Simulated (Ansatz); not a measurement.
**Ansatz run, LiSb2**

The input, for Ansatz 0.2.0 (plane waves, PAW):

```yaml
crystal:
  lattice:
    - [0.0, 2.764323, 4.72298]
    - [0.0, -2.764323, 4.72298]
    - [4.871363, 2.764323, 0.0]
  atoms:
    - { symbol: Li, position: [0.0, 0.0, 0.0] }
    - { symbol: Li, position: [0.25, 0.25, 0.5] }
    - { symbol: Sb, position: [0.667, 0.333, 0.666] }
    - { symbol: Sb, position: [0.333, 0.667, 0.334] }
    - { symbol: Sb, position: [0.583, 0.917, 0.834] }
    - { symbol: Sb, position: [0.917, 0.583, 0.166] }
  symmetry: { tolerance: 0.0003 }
kpoints:
  mp_grid: { grid: [8, 8, 8], shift: [0, 0, 0] }
  band_path:
    path:
      - [0.0, 0.0, 0.0]
      - [-0.5, -0.5, 0.0]
      - [-0.5, -0.5, -0.5]
      - [0.0, 0.0, -0.5]
      - [0.0, 0.0, 0.0]
      - [0.41614556, -0.41614556, 0.41614556]
      - [-0.41614556, -0.58385444, -0.41614556]
      - [-0.5, -0.5, -0.5]
      - [-0.5, -0.5, 0.0]
      - [-0.25513788, -0.74486212, 0.24486212]
      - [0.25513788, -0.25513788, -0.24486212]
    npoints: 6
magnetization:
  spin_polarized: false
scf:
  occupations: { method: gaussian, width: 0.1229 }
  lower_state_search: "off"
  max_iter: 200
hamiltonian:
  pseudopotentials: { kind: paw }
  xc: pbe
basis:
  ecutwfc: 420
  fft_grid_basis: typed
output:
  forces: true
  stress: true
  eigenvalues: true
  bader: true
  populations: true
  elf: true
  write_potential: true
  volumetric_format: npy
  dos:
    e_range: [-12, 8]
    de: 0.05
    projected: { site_lists: { Li: [Li], Sb: [Sb] } }
checkpoint:
  read: saved_state
```

The run starts from an earlier solution of this cell. 

Parts of the output:

```
SCF iter   1: F=—  Δρ=1.79e-3  dr2=8.87e-3
SCF iter   2: F=—  Δρ=1.16e-3  dr2=3.88e-3
SCF iter   3: F=—  Δρ=1.56e-4  dr2=5.69e-5
SCF iter   4: F=—  Δρ=7.99e-5  dr2=1.15e-5
SCF iter   5: F=—  Δρ=1.50e-5  dr2=4.51e-7
SCF iter   6: F=-26347.3666 eV  Δρ=4.68e-6  dr2=3.59e-8
Free energy (F): -26347.3666 eV
Harris-Foulkes:  -26347.3666 eV  (|F-HF|=1.40e-9)
Internal energy: -26347.3427 eV  (E = F + TS)
E sigma→0 (E₀):  -26347.3546 eV
Entropy (-TS):   -0.0239 eV (-3.987 meV/atom)
Fermi energy:    10.8010 eV
--- Per-component energies (eV) ---
  E_band       = -761.5870
  E_kinetic    = 880.8484
  E_local      = -6444.4914  (includes V_loc(G=0)·N_el)
  E_nonlocal   = 1383.2241
  E_hartree    = 2920.4187
  E_xc         = -580.0468
  E_vxc        = -419.1868  (∫ρ·V_xc dr)
  E_paw        = -18343.4249  (= ΣΔE_a)
  E_vpaw       = -2002.8199  (= ΣTr[D̂ρ^β])
  E_aug_tail   = 0.0000  (compensation charges beyond the density's cutoff)
  E_ewald      = -6163.8708
  E_smearing   = -0.0239  (= −TS)
--- Forces (eV/Å), atoms counted from 1 ---
  atom   1  Li     0.0000     0.0000     0.0000
  atom   2  Li     0.0000     0.0000     0.0000
  atom   3  Sb    -0.4130     0.0000     0.0000
  atom   4  Sb     0.4130     0.0000     0.0000
  atom   5  Sb     0.4130     0.0000     0.0000
  atom   6  Sb    -0.4130     0.0000     0.0000
--- Stress (GPa, compression-positive) ---
        5.5892       0.0000       0.0000
        0.0000       9.5609       0.0000
        0.0000       0.0000      14.0198
  P = ⅓ Tr σ = 9.7233 GPa (97.233 kbar)
--- Bader charges: 6 sites ---
  site symbol  charge [e]  shift [e]
     0     Li      0.8525     0.0005
     1     Li      0.8525     0.0005
     2     Sb     -0.4262     0.0003
     3     Sb     -0.4262     0.0003
     4     Sb     -0.4262     0.0003
     5     Sb     -0.4262     0.0003
```

Total energies depend on the potentials used, so only differences within one code and one set of settings carry meaning.

Origin: a known structure type with other elements, at an estimated volume, so it need not be a known compound.
